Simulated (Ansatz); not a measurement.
Relaxation of a relaxed Pb cell stretched uniformly to 115 % of its volume; 1 atom in the cell, which starts as Fm-3m (No. 225), cF4; a = 5.1669 Å, b = 5.1669 Å, c = 5.1669 Å, α = 90.00°, β = 90.00°, γ = 90.00°. All values below come from PBEsol (plane waves to 420 eV, PAW, scalar-relativistic; Ansatz, a program for electronic structure). Γ-centred k-mesh 11×11×11 on the run's cell (coarser than for final values), Fermi–Dirac smearing 0.05 eV. This is the first round of the run. 

The optimiser's lines from the output (shortened; P is positive under compression):

```
relax step   1: F+E_penalty+E_count = -11757.09087500 eV  Δ(F+E_penalty+E_count) = +0.000e0 eV  max|allowed force component| = 0.000e0 eV/Å  Δτ_max = 0.0000 Å  P = -4.848 GPa  Ω = 34.484 Å³  (6 SCF iters, dr2 threshold 1.00e-7 eV, accepted)
relax step   2: F+E_penalty+E_count = -11757.16834093 eV  Δ(F+E_penalty+E_count) = -7.747e-2 eV  max|allowed force component| = 0.000e0 eV/Å  Δτ_max = 0.0000 Å  P = -1.116 GPa  Ω = 30.659 Å³  (4 SCF iters, dr2 threshold 1.00e-7 eV, accepted)
relax step   3: F+E_penalty+E_count = -11757.17086264 eV  Δ(F+E_penalty+E_count) = -2.522e-3 eV  max|allowed force component| = 0.000e0 eV/Å  Δτ_max = 0.0000 Å  P = +0.399 GPa  Ω = 29.676 Å³  (4 SCF iters, dr2 threshold 1.00e-7 eV, accepted)
relax step   4: F+E_penalty+E_count = -11757.17111386 eV  Δ(F+E_penalty+E_count) = -2.512e-4 eV  max|allowed force component| = 0.000e0 eV/Å  Δτ_max = 0.0000 Å  P = -0.017 GPa  Ω = 29.928 Å³  (3 SCF iters, dr2 threshold 1.00e-7 eV, accepted)
relax step   5: F+E_penalty+E_count = -11757.17054016 eV  Δ(F+E_penalty+E_count) = +5.737e-4 eV  max|allowed force component| = 0.000e0 eV/Å  Δτ_max = 0.0000 Å  P = -0.034 GPa  Ω = 29.928 Å³  stress off target by 3.36e-2 GPa  SCF on the basis re-selected at this cell (its energy is not comparable with the rows above)  (5 SCF iters)
relax step   6: F+E_penalty+E_count = -11757.17054584 eV  Δ(F+E_penalty+E_count) = -5.685e-6 eV  max|allowed force component| = 0.000e0 eV/Å  Δτ_max = 0.0000 Å  P = -0.000 GPa  Ω = 29.908 Å³  (2 SCF iters, dr2 threshold 2.82e-9 eV, accepted)
relax step   7: F+E_penalty+E_count = -11757.17054303 eV  Δ(F+E_penalty+E_count) = +2.814e-6 eV  max|allowed force component| = 0.000e0 eV/Å  Δτ_max = 0.0000 Å  P = -0.001 GPa  Ω = 29.908 Å³  stress off target by 5.23e-4 GPa  SCF on the basis re-selected at this cell (its energy is not comparable with the rows above)  (5 SCF iters)
```

From the first to the last row the energy changes by -0.08 eV/atom and the volume by -13.3 %. The last row is marked as not comparable with the walk above it, whose basis was carried along; it does compare with step 1, since both stand on a basis selected at the nominal cutoff for their own cell.

Later rounds, restarted from the end of this one on a renewed k-mesh, logged 3 more steps and released under 0.01 eV/atom more. The final structure after all rounds: Fm-3m (No. 225), cF4, fcc (Cu type); a = b = c = 4.9317 Å, α = β = γ = 90.00°. Between re-selections the logged energies stand on a plane-wave basis carried along with the cell. No spin polarisation in the result.

The run could not lose the symmetry of its start.
